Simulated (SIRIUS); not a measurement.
Worked example: self-consistent single point of Ge₃PbSe₄ (Pm, 8 atoms in the cell; from Materials Project mp-1224389, changed as shown) in SIRIUS.

Method: PBEsol, GBRV PBEsol ultrasoft pseudopotentials (plane waves; SIRIUS).

The change in words: lattice vector a scaled by 0.99. Reference geometry (Pm):
```xyz
8
Lattice="4.5955 0.0000 0.0000 0.0000 3.9962 0.0000 -0.0095 0.0000 11.4821" Properties=species:S:1:pos:R:3 pbc="T T T"
Ge     0.5744     0.0000    10.0377
Ge     2.8713     1.9981     7.2464
Ge     4.0346     1.9981     1.4353
Pb     1.8727     0.0000     4.4493
Se     2.3392     0.0000     1.5822
Se     4.5411     0.0000     7.4886
Se     2.2580     1.9981     9.7208
Se     4.4484     1.9981     3.9671
```

Reference input (self-consistent single point, DFT, PBEsol, plane waves, GBRV PBEsol ultrasoft pseudopotentials): parameters.ngridk = 3 3 1; parameters.xc_functionals = [XC_GGA_X_PBE_SOL, XC_GGA_C_PBE_SOL]; parameters.gk_cutoff = 6.325 1/bohr; parameters.pw_cutoff = 14.143 1/bohr; parameters.smearing = gaussian; parameters.smearing_width = 0.000367493 Ha; potentials = GBRV PBEsol ultrasoft pseudopotentials; parameters.electronic_structure_method = pseudopotential; parameters.num_bands = 48; parameters.num_mag_dims = 0; parameters.num_dft_iter = 100; parameters.energy_tol = 1e-07 Ha. This run's input differs from it in these lines:

```diff
@@ -32,7 +32,7 @@
     "lattice_vectors": [
-      [1.0000000349, 0.0, 0.0],
-      [0.0, 0.8695944823, 0.0],
-      [-0.0020626656, 0.0, 2.4985554162]
+      [0.9999999929, 0.0, 0.0],
+      [0.0, 0.8783782088, 0.0],
+      [-0.0020835005, 0.0, 2.5237931882]
     ],
-    "lattice_vectors_scale": 8.684255,
+    "lattice_vectors_scale": 8.597413,
     "atom_coordinate_units": "lattice",
```

Log, with long lists cut:

```
[find] density tolerance         : 1e-06
[find] total energy tolerance    : 1e-07
[find] iter_solver_tol (initial) : 0.01
[find] iter_solver_tol (target)  : 1e-13
[find] num_dft_iter              : 100
Charges and magnetic moments
--------------------------------------------------------------------------------
total charge          : 80.000000
[find] | SCF iteration   0 out of 100|
[diagonalize] iterative solver tolerance (occupied, empty): 0.01 0.01
[diagonalize] average number of iterations: 2
[find] Charges and magnetic moments
[find] total charge          : 80.000000
[find] Energy
[find] smearing (-TS)                 :       0.00000000
   [... lines left out ...]

[find] Charges and magnetic moments
[find] total charge          : 80.000000
[find] Energy
[find] smearing (-TS)                 :       0.00000000
[find] Total energy                   :    -488.39939039 (Ha),    -976.79878079 (Ry)
[find] Free energy (E-TS)             :    -488.39939039 (Ha),    -976.79878079 (Ry)
[find] band gap (eV)                  :       0.84048078
[find] Efermi                         :       0.25290416
[find] iteration : 34, RMS (target) : 7.8455e-07 (1.0000e-06) , energy difference (target) : -9.3223e-12 (1.0000e-07)
[find] bands are converged : true
[find] iterative solver converged : false
[find] converged after 35 SCF iterations!
[find] Charges and magnetic moments
[find] total charge          : 80.000000
[find] Energy
[find] smearing (-TS)                 :       0.00000000
[find] Total energy                   :    -488.39939039 (Ha),    -976.79878079 (Ry)
[find] Free energy (E-TS)             :    -488.39939039 (Ha),    -976.79878079 (Ry)
[find] band gap (eV)                  :       0.84048078
[find] Efermi                         :       0.25290416
[ground_state] === stress tensor components [kbar] ===
[ground_state] === stress_total ===
[ground_state]    31.239227    0.000000    0.017537
[ground_state]     0.000000   12.377572    0.000000
[ground_state]     0.017537    0.000000   14.170644
[ground_state] ==== total Forces in Ha/bohr =====
   [... lines left out ...]
[ground_state] atom:    3, force:       0.0000917      0.0000000     -0.0035523
[ground_state] atom:    4, force:       0.0044096      0.0000000     -0.0053425
[ground_state] atom:    5, force:      -0.0048851      0.0000000      0.0001120
[ground_state] atom:    6, force:      -0.0041959      0.0000000      0.0003479
[ground_state] atom:    7, force:      -0.0005956      0.0000000      0.0016625
```

The run converged in 35 iterations. SIRIUS prints the stress tensor with tension positive. Against the reference run the free energy goes down by 5.6 meV/atom, the pressure goes from -2.34 to -1.93 GPa and the largest force goes from 0.416 to 0.356 eV/Å.

Spin-orbit coupling is left out, which matters for bands and gaps with elements this heavy. The structure comes from a collection of computed structures, made at another level of theory; the collection holds predicted forms beside known ones.

Cost on one core: very roughly 2.4 core-minutes.

The gap that the log prints is read on the run's mesh, which can miss the band edges or a crossing.
